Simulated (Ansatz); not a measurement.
Relaxed CuAu (CuAu type, space group P4/mmm):

```
CELL_PARAMETERS angstrom
      5.72117     0.00000     0.00000
      0.00000     2.86058     0.00000
      0.00000     0.00000     3.55181
ATOMIC_POSITIONS crystal
  Cu 0.25000 0.50000 0.50000
  Cu 0.75000 0.50000 0.50000
  Au 0.00000 0.00000 0.00000
  Au 0.50000 0.00000 0.00000
```

The atoms are displaced by Q × the pattern below (from a DFPT mode at X = (0.5, 0.0, 0.0), largest move 1; Q in Å), at fixed cell. (q is in reciprocal vectors of the primitive cell; the cell shown is doubled to hold the pattern.)

| atom | x | y | z |
|---|---|---|---|
| Cu1 | 0.000 | 0.000 | 1.000 |
| Cu2 | 0.000 | 0.000 | -1.000 |

Atoms not listed stay in place.

Computed with r2SCAN (plane waves to 500 eV, PAW, scalar-relativistic; Ansatz, a program for electronic structure). k mesh 8×16×13 (Γ-centred), Fermi-Dirac smearing 0.05 eV. The energy includes the smearing's −TS. With partly filled bands, energies and forces of such displacements shift with the k mesh and the smearing. CuAu is run without spin polarisation. CuAu was relaxed with its symmetry unable to fall. Spin-orbit coupling is left out, though Au is heavy. ΔE is measured from the undisplaced structure. The last digit holds for this mesh only.

| Q (Å) | ΔE (meV/cell) |
|---|---|
| -0.2800 | 518.1 |
| -0.2333 | 357.3 |
| -0.1867 | 227.3 |
| -0.1400 | 127.2 |
| -0.0933 | withheld |
| -0.0467 | 14.1 |
| 0.0000 | 0.0 |
| 0.0467 | 14.1 |
| 0.0933 | withheld |
| 0.1400 | 127.2 |
| 0.1867 | 227.3 |
| 0.2333 | 357.3 |
| 0.2800 | 518.1 |

### Question
Fit an even polynomial form (powers 2, 4) to the given rows and predict ΔE at Q = -0.0933.

### Answer
Least squares on the 11 given rows: ΔE = (6454)·Q² + (1972)·Q⁴, in meV/cell with Q in Å; root-mean-square residual 0.08 meV/cell. At -0.0933 the fit gives 56.3 meV/cell; the calculation gives 56.4 meV/cell, so the interpolation is off by -0.1 (-0.2 %). The quadratic term alone would give 56.2 meV/cell.

(For displaced atoms, the force is minus the slope of the energy, and its curvature is a force constant, which sets phonon frequencies.)
